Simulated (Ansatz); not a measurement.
BaTiHO2:
```cif
data_HBaO2Ti
_chemical_formula_sum 'Ba1 Ti1 O2 H1'
_space_group_name_H-M_alt 'P 1'
_space_group_IT_number 1
_cell_length_a 4.03367
_cell_length_b 4.03367
_cell_length_c 3.97735
_cell_angle_alpha 90.000
_cell_angle_beta 90.000
_cell_angle_gamma 90.000
loop_
_space_group_symop_operation_xyz
  'x, y, z'
loop_
_atom_site_label
_atom_site_type_symbol
_atom_site_fract_x
_atom_site_fract_y
_atom_site_fract_z
_atom_site_occupancy
Ba1 Ba 0.50000 0.50000 0.50000 1
Ti1 Ti 0.00000 0.00000 0.00000 1
O1 O 0.50000 0.00000 0.00000 1
O2 O 0.00000 0.50000 0.00000 1
H1 H 0.00000 0.00000 0.50000 1
```
The run is spin-polarised; directions of the spins, atom by atom: 0 ↑ 0 0 0.

Relaxed with r²SCAN.

### Question
Tabulate the valence density and the electron localisation function along the shortest Ba–O contact (2.83 Å), DFT-r²SCAN in the program Ansatz with PAW potentials.

### Answer


```tsv
distance from Ba (Å)	density (e/Å³)	ELF
0.28	0.63	-0.01
0.42	0.94	0.17
0.57	1.27	0.62
0.71	1.37	0.83
0.85	1.17	0.87
0.99	0.81	0.83
1.13	0.49	0.69
1.27	0.29	0.35
1.42	0.19	0.11
1.56	0.17	0.08
1.70	0.22	0.21
1.84	0.34	0.51
1.98	0.61	0.73
2.12	1.14	0.81
2.27	2.19	0.81
2.41	3.99	0.75
2.55	6.17	0.58
```

The density is the valence pseudo-density with augmentation charge, so density and ELF within about 1 Å of a nucleus are not all-electron values.

Space group P4/mmm. The start of the workflow was typed in or built on a structure type; neither database checked (COD, Materials Project) lists it. Whether it is the stable phase at ambient conditions was not checked. The cell was relaxed with r²SCAN under the symmetry of its start; its stability against distortions is not shown here. Spin order of the final state: ferromagnetic, the only order run, not a proven ground state. The cell computed holds one magnetic atom, so no antiferromagnetic order was within reach. Other orbital occupations within this spin state were not tried. No Hubbard U is applied. Scalar-relativistic: spin–orbit coupling is off unless named, which matters more the heavier the elements.

Potentials: the earlier of the program's two PAW sets.
